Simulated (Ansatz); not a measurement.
Relaxation of a relaxed HfSiO4 cell shaken by Gaussian noise of σ = 0.08 Å a coordinate; 12 atoms in the cell, which starts as P1 (No. 1), aP12; a = b = c = 5.5282 Å, α = β = 106.93°, γ = 114.69°. The numbers are results of PBEsol (plane waves to 420 eV, PAW, scalar-relativistic; Ansatz, a quantum-chemistry and plane-wave program), not measurements. Γ-centred k-mesh 4×4×4 on the run's cell (coarser than for final values), Fermi–Dirac smearing 0.05 eV. This is the first round of the run. 

The optimiser's lines from the output (shortened; P is positive under compression):

```
relax step   1: F+E_penalty+E_count = -36942.11378066 eV  Δ(F+E_penalty+E_count) = +0.000e0 eV  max|allowed force component| = 6.826e0 eV/Å  Δτ_max = 0.0000 Å  P = +5.800 GPa  Ω = 129.238 Å³  (8 SCF iters, dr2 threshold 1.00e-7 eV, accepted)
relax step   2: F+E_penalty+E_count = -36943.52489402 eV  Δ(F+E_penalty+E_count) = -1.411e0 eV  max|allowed force component| = 3.341e0 eV/Å  Δτ_max = 0.1542 Å  P = -0.662 GPa  Ω = 130.792 Å³  (8 SCF iters, dr2 threshold 1.20e-6 eV, accepted)
relax step   3: F+E_penalty+E_count = -36944.23505856 eV  Δ(F+E_penalty+E_count) = -7.102e-1 eV  max|allowed force component| = 3.320e-1 eV/Å  Δτ_max = 0.0903 Å  P = +0.754 GPa  Ω = 128.778 Å³  (8 SCF iters, dr2 threshold 1.20e-6 eV, accepted)
relax step   4: F+E_penalty+E_count = -36944.25889667 eV  Δ(F+E_penalty+E_count) = -2.384e-2 eV  max|allowed force component| = 2.615e-2 eV/Å  Δτ_max = 0.0287 Å  P = -0.014 GPa  Ω = 129.250 Å³  (7 SCF iters, dr2 threshold 1.20e-6 eV, accepted)
relax step   5: F+E_penalty+E_count = -36944.25915991 eV  Δ(F+E_penalty+E_count) = -2.632e-4 eV  max|allowed force component| = 6.210e-4 eV/Å  Δτ_max = 0.0024 Å  P = +0.015 GPa  Ω = 129.231 Å³  (5 SCF iters, dr2 threshold 6.48e-8 eV, accepted)
relax step   6: F+E_penalty+E_count = -36944.25913042 eV  Δ(F+E_penalty+E_count) = +2.949e-5 eV  max|allowed force component| = 8.660e-5 eV/Å  Δτ_max = 0.0002 Å  P = +0.002 GPa  Ω = 129.237 Å³  (4 SCF iters, dr2 threshold 1.39e-9 eV, accepted)
relax step   7: F+E_penalty+E_count = -36944.25913042 eV  Δ(F+E_penalty+E_count) = -3.565e-10 eV  max|allowed force component| = 8.233e-5 eV/Å  Δτ_max = 0.0000 Å  P = -0.003 GPa  Ω = 129.237 Å³  stress off target by 2.69e-2 GPa  SCF on the basis re-selected at this cell (its energy is not comparable with the rows above)  (5 SCF iters)
relax step   8: F+E_penalty+E_count = -36944.25912777 eV  Δ(F+E_penalty+E_count) = +2.651e-6 eV  max|allowed force component| = 4.835e-5 eV/Å  Δτ_max = 0.0000 Å  P = +0.000 GPa  Ω = 129.237 Å³  (4 SCF iters, dr2 threshold 1.81e-9 eV, accepted)
relax step   9: F+E_penalty+E_count = -36944.25912777 eV  Δ(F+E_penalty+E_count) = -2.474e-10 eV  max|allowed force component| = 5.198e-5 eV/Å  Δτ_max = 0.0000 Å  P = +0.000 GPa  Ω = 129.237 Å³  stress off target by 7.08e-4 GPa  SCF on the basis re-selected at this cell (its energy is not comparable with the rows above)  (5 SCF iters)
```

From the first to the last row the energy changes by -0.18 eV/atom and the volume by 0.0 %. The last row is marked as not comparable with the walk above it, whose basis was carried along; it does compare with step 1, since both stand on a basis selected at the nominal cutoff for their own cell.

Later rounds, restarted from the end of this one on a renewed k-mesh, logged 2 more steps and released under 1 meV/atom more. The final structure after all rounds: I4₁/amd, origin choice 1 (No. 141), tI24, AFLOW prototype A4BC_tI24_141_h_b_a (as in ZrSiO4); a = 6.582 Å, b = 6.582 Å, c = 5.966 Å, α = 90.00°, β = 90.00°, γ = 90.00°. Between re-selections the logged energies stand on a plane-wave basis carried along with the cell. No spin polarisation in the result.

The first start was generated by placing the elements on the sites of a structure type. A measured structure of HfSiO4 has the same space group, I4₁/amd (No. 141); the sites were not compared with it.
